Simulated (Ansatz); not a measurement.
**Calculated with Ansatz: Al₂Si₂C, relaxation**

The input file (Ansatz 0.2.0, plane waves):

```yaml
crystal:
  lattice:
    - [1.530054, 2.650125, 0.0]
    - [-1.530054, 2.650125, 0.0]
    - [0.0, -1.76675, 7.933785]
  atoms:
    - { symbol: Si, position: [0.374, 0.374, 0.122] }
    - { symbol: Si, position: [0.626, 0.626, 0.878] }
    - { symbol: Al, position: [0.23, 0.23, 0.69] }
    - { symbol: Al, position: [0.77, 0.77, 0.31] }
    - { symbol: C, position: [0.0, 0.0, 0.0] }
  symmetry: { tolerance: 0.0003 }
kpoints:
  mp_grid: { grid: [8, 8, 8], shift: [0, 0, 0] }
magnetization:
  spin_polarized: false
scf:
  occupations: { method: cold, width: 0.0122 }
  lower_state_search: "off"
hamiltonian:
  pseudopotentials: { kind: paw }
  xc: r2scan
basis:
  ecutwfc: 500
  fft_grid_basis: typed
relax:
  max_steps: 60
  cell: { p_target: 0.0 }
output:
  forces: true
  stress: true
  eigenvalues: true
  bader: true
  populations: true
  elf: true
  write_potential: true
  volumetric_format: npy
  dos:
    e_range: [-12, 8]
    de: 0.05
    projected: { site_lists: { Al: [Al], C: [C], Si: [Si] } }
  write_density: true
checkpoint:
  read: saved_state
```

Launch command:

```bash
ansatz run input.yaml --threads 2 --pin off --max-ram 2560MiB --backend cpu --events-out ev --progress --plain --runs-dir out
```

Origin of the cell: a known structure type with other elements, at an estimated volume, so it need not be a known compound.

The saved state is a converged single point of the same cell.

Steps («new basis» is an SCF on plane waves selected anew at the same cell):

| step | ΔF (meV/atom) | max force component (eV/Å) | P (GPa) | volume (Å³) | SCF iterations | step was |
| --- | --- | --- | --- | --- | --- | --- |
| 1 | 0.0 | 5.568 | 26.29 | 64.34 | 7 | accepted |
| 2 | -408.8 | 3.371 | 10.59 | 65.25 | 9 | accepted |
| 3 | -655.5 | 1.847 | 1.96 | 64.63 | 8 | accepted |
| 4 | -705.9 | 1.819 | 1.64 | 61.94 | 8 | accepted |
| 5 | -747.7 | 0.664 | -1.21 | 63.63 | 7 | accepted |
| 6 | -760.2 | 0.126 | 0.53 | 63.01 | 7 | accepted |
| 7 | -761.7 | 0.077 | 0.54 | 63.00 | 6 | accepted |
| 8 | -762.2 | 0.033 | -0.07 | 63.31 | 6 | accepted |
| 9 | -762.2 | 0.007 | -0.02 | 63.30 | 6 | accepted |
| 10 | -762.2 | 0.000 | 0.00 | 63.29 | 4 | accepted |
| 11 | -762.3 | 0.000 | 0.02 | 63.29 | 7 | new basis |
| 12 | -762.3 | 0.001 | 0.00 | 63.30 | 4 | accepted |
| 13 | -762.3 | 0.001 | 0.00 | 63.30 | 6 | new basis |

Before:

Space group R-3m (No. 166); the run's cell has a = 3.060 Å, b = 3.060 Å, c = 8.128 Å, α = 100.85°, β = 100.85°, γ = 60.00°. Shortest distances: C–Si 2.01 Å, Al–Si 2.31 Å, Si–Si 2.62 Å, Al–C 3.03 Å, Al–Al 3.06 Å, C–C 3.06 Å.

After:

Space group R-3m (No. 166); the run's cell has a = 2.860 Å, b = 2.860 Å, c = 9.087 Å, α = 99.05°, β = 99.05°, γ = 60.00°. Shortest distances: C–Si 2.03 Å, Al–Si 2.72 Å, Al–Al 2.80 Å, Si–Si 2.86 Å, C–C 2.86 Å.

```
CELL_PARAMETERS angstrom
1.42999 2.47682 0.00000
-1.42999 2.47682 0.00000
0.00000 -1.65121 8.93592
ATOMIC_POSITIONS crystal
Si 0.37713 0.37713 0.13138
Si 0.62287 0.62287 0.86862
Al 0.20874 0.20874 0.62621
Al 0.79126 0.79126 0.37379
C 0.00000 0.00000 0.00000
```

```
Free energy lowered by                                                                 : 762.3 meV/atom
Volume change                                                                          : -1.62 %
Final pressure                                                                         : 0.00 GPa
Relaxation steps listed                                                                : 13
Formation energy (elements under the same functional, gases as molecules, uncorrected) : 0.430 eV/atom
```

Caveats: the given cell is far from equilibrium, with atoms too close or a volume far off; the k mesh is coarse if the cell is a metal; the relaxation held the start's symmetry, so the end may be a saddle point.

It ran for 73 s on 2 threads of Intel(R) Xeon(R) Platinum 8375C CPU @ 2.90GHz (Ice Lake), with other jobs on the host, peak memory 0.61 GiB, from a saved density.
